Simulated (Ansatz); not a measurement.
Relaxed-ion elastic tensor of BeS (rock salt, space group No. 225) in GPa (Voigt order), DFT-r²SCAN in the program Ansatz with PAW potentials; density 2.74 g/cm³, 12.44 Å³ per atom.

```json
[
 {"": "1", "1": "174", "2": "79.4", "3": "79.4", "4": "0.0", "5": "0.0", "6": "0.0"},
 {"": "2", "1": "79.4", "2": "174", "3": "79.4", "4": "0.0", "5": "0.0", "6": "0.0"},
 {"": "3", "1": "79.4", "2": "79.4", "3": "174", "4": "0.0", "5": "0.0", "6": "0.0"},
 {"": "4", "1": "0.0", "2": "0.0", "3": "0.0", "4": "124", "5": "0.0", "6": "0.0"},
 {"": "5", "1": "0.0", "2": "0.0", "3": "0.0", "4": "0.0", "5": "124", "6": "0.0"},
 {"": "6", "1": "0.0", "2": "0.0", "3": "0.0", "4": "0.0", "5": "0.0", "6": "124"}
]
```

Question: Is the crystal mechanically stable?

Answer: Yes: the smallest eigenvalue of C is 94.3 GPa.

Question: Work out the Voigt, Reuss and Hill averages.

Answer: K_V = 111, K_R = 111, K_H = 111; G_V = 93.4, G_R = 75.1, G_H = 84.2 GPa.

Question: Give Young's modulus, Poisson's ratio, Pugh's ratio and the universal anisotropy index.

Answer: E = 9KG/(3K + G) = 202 GPa; ν = 0.20; K/G = 1.32 (brittle by the Pugh limit of 1.75); A_U = 5G_V/G_R + K_V/K_R − 6 = 1.22.

Question: Estimate the sound speeds and the Debye temperature.

Answer: v_l = √((K + 4G/3)/ρ) = 9020 m/s, v_t = √(G/ρ) = 5540 m/s, mean 6120 m/s; Θ = (h/k)(3n/4πV)^(1/3) v_m = 786 K.

Question: Give the Zener ratio and Young's modulus along [100], [110] and [111].

Answer: A = 2C44/(C11 − C12) = 2.63; 1/E = S11 − 2(S11 − S12 − S44/2)Γ with Γ = 0, 1/4, 1/3 gives 124, 209, 271 GPa.

Question: Solve the Christoffel equation for the three sound speeds along [100], [110], [111].

Answer: Eigenvalues of C_ijkl n_j n_l equal ρv². In km/s, slowest first: [100] 6.73, 6.73, 7.96; [110] 4.15, 6.73, 9.56; [111] 5.15, 5.15, 10.04.

Space group Fm-3m (rock salt). The cell is a constructed one: a structure type filled with these elements; neither database checked (COD, Materials Project) lists it. COD files the formula under space group No. 216, so this cell is another polymorph or a model. Whether it is the stable phase at ambient conditions was not checked. The cell was relaxed with r²SCAN under the symmetry of its start. At this level the phase is dynamically unstable (imaginary phonons).

Potentials: the later of the program's two PAW sets.
